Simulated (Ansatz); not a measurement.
Rough cost of magnetic runs on RbGdO₂ (R-3m) in Ansatz 0.2.0, 2 threads of Intel(R) Xeon(R) 6975P-C (Granite Rapids), on a shared host.

```yaml
crystal:
  lattice:
    - [1.77400, 1.02422, 6.52667]
    - [-1.77400, 1.02422, 6.52667]
    - [0.00000, -2.04844, 6.52667]
  atoms:
    - { symbol: Rb, position: [0.00000, 0.00000, 0.00000] }
    - { symbol: Gd, position: [0.50000, 0.50000, 0.50000] }
    - { symbol: O, position: [0.22000, 0.22000, 0.22000] }
    - { symbol: O, position: [0.78000, 0.78000, 0.78000] }
```

```csv
run,"functional, mesh",k points solved,bands,iterations,wall time (s),peak memory (GiB)
PAW: U = 5 eV on Gd f,"PBEsol, 9×9×9",85,28,10,9.4,0.72
PAW: U = 1 eV on Gd f,"PBEsol, 9×9×9",85,28,10,9.2,0.73
LAPW: U = 3 eV on Gd f,"PBEsol, 9×9×9",85,52,11,83,1.6
LAPW: U = 1 eV on Gd f,"PBEsol, 9×9×9",85,52,11,79,1.6
PAW: no U,"PBEsol, 9×9×9",85,28,10,9.1,0.63
LAPW: U = 5 eV on Gd f,"PBEsol, 9×9×9",85,52,11,83,1.6
PAW: U = 3 eV on Gd f,"PBEsol, 9×9×9",85,28,10,10,0.71
LAPW: no U,"PBEsol, 9×9×9",85,52,11,69,1.5
```

(1) Roughly how much dearer is an iteration by LAPW than by PAW among the runs with the first row's mesh and spin treatment (collinear)?

Runs with the default search for lower states can spend part of their time in further cycles.

Answers

(1) About 8 times (medians of wall time over iterations; times from a shared host are rough).
